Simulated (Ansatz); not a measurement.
Values for one crystal, relaxed and computed with the program Ansatz at the PBEsol level (PAW); other levels are named.

| Item | Value |
|---|---|
| Volume per atom | 13.14 Å³ |
| Electronic character | metallic (no gap) |
| Density of states at the Fermi level | 0.27 states/eV per atom (mean over ±0.08 eV) |
| Mechanical stability | unstable (C has a negative eigenvalue) |
| Pressure derivative B′ | 4.9 |
| Elastic constants (relaxed ions, GPa) | C11 = 338, C12 = 16.2, C44 = -32.5 |
| Bulk modulus (Birch–Murnaghan fit) | 123 GPa |

Problem. Pick the material that matches.
A. Re, 9R (Sm type)
B. Cu, simple cubic
C. Ca, bcc (W type)
D. Y, 9R (Sm type)

Solution. B, Cu, simple cubic

Space group Pm-3m (simple cubic). The start of the workflow was typed in or built on a structure type; neither database checked (COD, Materials Project) lists it. It is not the phase usual at ambient conditions (space group No. 225). The PBEsol relaxation kept the symmetry of its start. No spin polarisation was allowed. As this level gives no gap, shear constants depend on the k-mesh and smearing (Fermi–Dirac, 0.1 eV here).

Potentials: the later of the program's two PAW sets.
